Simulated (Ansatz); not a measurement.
Os:
```
CELL_PARAMETERS angstrom
      2.71573     0.00000     0.00000
     -1.35787     2.35189     0.00000
      0.00000     0.00000     4.28967
ATOMIC_POSITIONS crystal
  Os 0.33333 0.66667 0.75000
  Os 0.66667 0.33333 0.25000
```

Relaxed with LDA. Special points in fractions of this cell's reciprocal vectors: Γ (0.000, 0.000, 0.000); M (0.500, 0.000, 0.000); K (0.333, 0.333, 0.000); A (0.000, 0.000, 0.500); L (0.500, 0.000, 0.500); H (0.333, 0.333, 0.500).

### Question
List the band energies nearest the Fermi level at these points for the program Ansatz at the LDA level (PAW).

### Answer
In eV from the Fermi level; about four levels below and three above (degenerate sets whole), none deeper than 8.9 eV; … stands for higher levels left out; points with the same levels are listed once.

```
k                    below           above
-  -----------------------  --------------
Γ  -2.35 -2.35 -1.67 -1.67          0.05 …
M  -3.72 -2.97 -2.68 -1.98  2.07 2.66 2.80
K  -4.77 -3.57 -3.57 -1.43  1.48 1.48 2.10
A  -3.42 -3.42 -3.42 -3.42               …
L  -1.31 -1.31 -0.18 -0.18     2.42 2.42 …
H  -3.55 -3.55 -1.48 -1.48     1.62 1.62 …
```

Space group P6_3/mmc (hcp (Mg type)). The cell was relaxed with LDA under the symmetry of its start. The run is not spin-polarised. Spin–orbit coupling is left out wherever it is not named.

Potentials: the later of the program's two PAW sets.
